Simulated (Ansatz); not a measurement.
ScB2 in space group P6/mmm (No. 191; Sc on 1a, B on 2d) under volume change, PBEsol in the plane-wave PAW code Ansatz, shape and atoms relaxed at each volume.

| V (Å³/atom) | E − E(relaxed) (meV/atom) | P (GPa) |
|---|---|---|
| 8.943 | (withheld) | (withheld) |
| 9.238 | 24.3 | 13.87 |
| 9.533 | (withheld) | (withheld) |
| 9.828 | 0.0 | 0.01 |
| 10.123 | 5.2 | -5.55 |
| 10.417 | 20.0 | -10.36 |
| 10.712 | 42.9 | -14.53 |

Some entries are withheld; supply them.


- 8.943, E − E(relaxed) (meV/atom): 57.6
- 8.943, P (GPa): 22.48
- 9.533, E − E(relaxed) (meV/atom): 5.8
- 9.533, P (GPa): 6.44

What does a third-order Birch–Murnaghan fit give for V₀, B₀ and B′?

V₀ = 9.83 Å³/atom, B₀ = 199 GPa, B′ = 3.8.

The first step of the workflow began from a Materials Project structure, measured or hypothetical; the Crystallography Open Database files this formula in space group No. 191, but the cells were not matched. Whether it is the stable phase at ambient conditions was not checked. Symmetry was held in the PBEsol relaxation; phonons on a q-mesh show no instability. The run is not spin-polarised.

Potentials: the later of the program's two PAW sets.
